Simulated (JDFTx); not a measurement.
System: Pt(110) (Fm-3m bulk; lattice of mp-126, not re-optimised at this level), 1x1 cell of 8 atoms in 8 planes, area 10.99 Å² a face, 9.6 Å between the outermost planes in a cell 25.8 Å high; k mesh 8×6×1, Fermi width 0.01 Ha, no spin polarisation.

Computed with JDFTx (a modified build): PBE, GBRV ultrasoft potentials, plane waves to 20/100 Ha. Liquid on both sides: linear PCM (GLSSA13), water, 0.5 M NaCl; nuclei fixed, outer atoms relaxed in vacuum. Potentials are on the SHE scale by the convention U = −μ/e − 4.44 V; references calibrated for a solvation model differ from this value. Both faces are the same ideal termination; reconstructions, overlayers and chemisorbed solvent are outside this model.

| U (V vs SHE) | μ (eV) | excess electrons per cell | σ (μC/cm², per face) | run |
|---|---|---|---|---|
| -0.30 | -4.14 | ___ | ___ | fixed potential |
| 0.10 | -4.54 | 0.095 | -6.9 | fixed potential |
| 0.59 | -5.03 | 0.000 | 0.0 | neutral |
| 0.90 | -5.34 | -0.068 | 4.9 | fixed potential |
| 1.30 | -5.74 | ___ | ___ | fixed potential |
| 1.46 | -5.90 | -0.206 | 15.0 | fixed charge |
| 1.50 | -5.94 | -0.215 | 15.7 | fixed potential |

**Question.** Fill in the missing entries, row by row.

**Answer.** 
- -0.30, excess electrons per cell: 0.167
- -0.30, σ (μC/cm², per face): -12.1
- 1.30, excess electrons per cell: -0.163
- 1.30, σ (μC/cm², per face): 11.9
